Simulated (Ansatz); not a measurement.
Data:

InGaAs2:
```cif
data_As2GaIn
_chemical_formula_sum 'In1 Ga1 As2'
_space_group_name_H-M_alt 'P 1'
_space_group_IT_number 1
_cell_length_a 4.15318
_cell_length_b 4.15318
_cell_length_c 5.91943
_cell_angle_alpha 90.000
_cell_angle_beta 90.000
_cell_angle_gamma 90.000
loop_
_space_group_symop_operation_xyz
  'x, y, z'
loop_
_atom_site_label
_atom_site_type_symbol
_atom_site_fract_x
_atom_site_fract_y
_atom_site_fract_z
_atom_site_occupancy
In1 In 0.00000 0.00000 0.50000 1
Ga1 Ga 0.50000 0.50000 0.00000 1
As1 As 0.50000 0.00000 0.76991 1
As2 As 0.00000 0.50000 0.23009 1
```

This is the r²SCAN-relaxed structure.

### Question
All from r²SCAN in the plane-wave PAW code Ansatz, unless another level is named. Give the electron effective mass with spin–orbit coupling.

### Answer
0.017, 0.017, 0.027 mₑ (principal values).

### Question
Predict the HSE06 gap on the r²SCAN cell.

### Answer
0.64 eV.

### Question
Give the hole effective mass with spin–orbit coupling.

### Answer
0.025, 0.025, 0.35 mₑ (principal values).

### Question
And the electron effective mass?

### Answer
0.020, 0.020, 0.030 mₑ (principal values).

### Question
Give the valence-band maximum.

### Answer
at Γ.

Space group P-4m2. The workflow started from a Materials Project entry (that database holds measured and hypothetical structures alike); the Crystallography Open Database copy checked does not list it. With In and Ga taken as one species the cell has the higher symmetry F-43m, so it may be an ordered model of a mixed-site phase. Its standing as an ambient phase is unchecked. The cell was relaxed with r²SCAN under the symmetry of its start; its stability against distortions is not shown here. Spin–orbit coupling is left out wherever it is not named.

Potentials: the later of the program's two PAW sets.
